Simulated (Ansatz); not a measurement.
TiAl₃:
```
TiAl3
1.0
   -1.91181     1.91181     4.28133
    1.91181    -1.91181     4.28133
    1.91181     1.91181    -4.28133
Al Ti
3 1
Cartesian
  0.00000   0.00000   4.28133
  0.00000   1.91181   2.14066
  1.91181   0.00000   2.14066
  0.00000   0.00000   0.00000
```

Relaxed with r²SCAN. Special points in fractions of this cell's reciprocal vectors: Γ (0.000, 0.000, 0.000); X (0.000, 0.000, 0.500); P (0.250, 0.250, 0.250); N (0.000, 0.500, 0.000); M (0.500, 0.500, -0.500); S (0.300, 0.700, -0.300); S0 (-0.300, 0.300, 0.300); R (-0.100, 0.100, 0.500); G (0.500, 0.500, -0.100).

Problem. List the band energies nearest the Fermi level at these points for r²SCAN (plane waves, PAW; program Ansatz).

Solution. In eV from the Fermi level; about four levels below and three above (degenerate sets whole), none deeper than 8.9 eV; points with the same levels are listed once.

| k | below | above |
|---|---|---|
| Γ | -2.89 -1.46 -1.32 -1.32 | 0.86 1.76 1.76 |
| X | -4.13 -3.02 -2.35 -1.05 | 1.95 2.23 2.78 |
| P | -4.64 -2.00 -2.00 -1.28 | 0.89 1.95 2.23 |
| N | -3.90 -3.14 -1.15 -0.26 | 0.57 2.06 2.16 |
| M | -2.05 -1.05 -1.05 -0.28 | 0.78 0.78 0.99 |
| S | -5.96 -1.18 -0.82 -0.68 | 0.64 1.81 2.20 |
| R | -3.95 -2.39 -1.49 -0.92 | 1.95 2.07 2.33 |

Space group I4/mmm. The r²SCAN relaxation kept the symmetry of its start. No spin polarisation was allowed.

Potentials: the later of the program's two PAW sets.
